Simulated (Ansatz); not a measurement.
BaInHO2: computed property card

BaInHO₂:
```xyz
5
Lattice="4.2973 0.0000 0.0000 0.0000 4.2973 0.0000 0.0000 0.0000 3.9190" Properties=species:S:1:pos:R:3 pbc="T T T"
Ba     2.1487     2.1487     1.9595
In     0.0000     0.0000     0.0000
O      2.1487     0.0000     0.0000
O      0.0000     2.1487     0.0000
H      0.0000     0.0000     1.9595
```

Space group P4/mmm (No. 123); conventional cell a = 4.297 Å, b = 4.297 Å, c = 3.919 Å, α = 90.00°, β = 90.00°, γ = 90.00°.

Method: plane-wave PAW r²SCAN (Ansatz code). Geometry: relaxed at this level of theory. Other levels are named where they apply.

### Cell and energy

| Quantity | Result |
|---|---|
| Volume per atom | 14.47 Å³ |
| Density | 6.54 g/cm³ |
| Formation energy from the elements (no fitted shifts) | -169 kJ/mol-atom |

### Electronic structure

| Item | Value |
|---|---|
| Band gap | 1.31 eV (indirect) |
| Valence-band maximum | at A |
| Conduction-band minimum | at Z |
| Smallest direct gap on the standard path | 1.85 eV |
| Electron effective mass | 0.22, 0.23, 0.23 mₑ (principal values) |
| Electron effective mass with spin–orbit coupling | 0.22, 0.23, 0.23 mₑ (principal values) |
| HSE06 gap on the r²SCAN cell | 2.03 eV |
| Gap with spin–orbit coupling | 1.31 eV |

### Mechanics

| Property | Value |
|---|---|
| Bulk modulus (Birch–Murnaghan fit) | 1060 kbar |
| Pressure derivative B′ | 4.4 |
| Elastic constants (relaxed ions, GPa) | C11 = 219, C12 = 86.4, C13 = 56.9, C33 = 158, C44 = 56.0, C66 = 80.8 |
| Mechanical stability | stable (all eigenvalues of C positive) |
| Hill bulk and shear moduli | 108 and 64.0 GPa |
| Young's modulus | 160 GPa |
| Poisson's ratio | 0.25 |
| Debye temperature from the elastic constants | 424 K |

### Charges

| Quantity | Value |
|---|---|
| Bader charges | Ba +1.56, In +1.75, O -1.38, H -0.54 e |

The start of the workflow was typed in or built on a structure type; neither database checked (COD, Materials Project) lists it. Its standing as an ambient phase is unchecked. The r²SCAN relaxation kept the symmetry of its start; its stability against distortions is not shown here. The references are the lowest solids computed at this level, not always the standard phases (solids in place of the gases). Spin–orbit coupling is left out wherever it is not named.

Potentials: the earlier of the program's two PAW sets. The files were generated under PBE; for other functionals the program regenerates the frozen cores, and for LDA and PBEsol the local potential too.
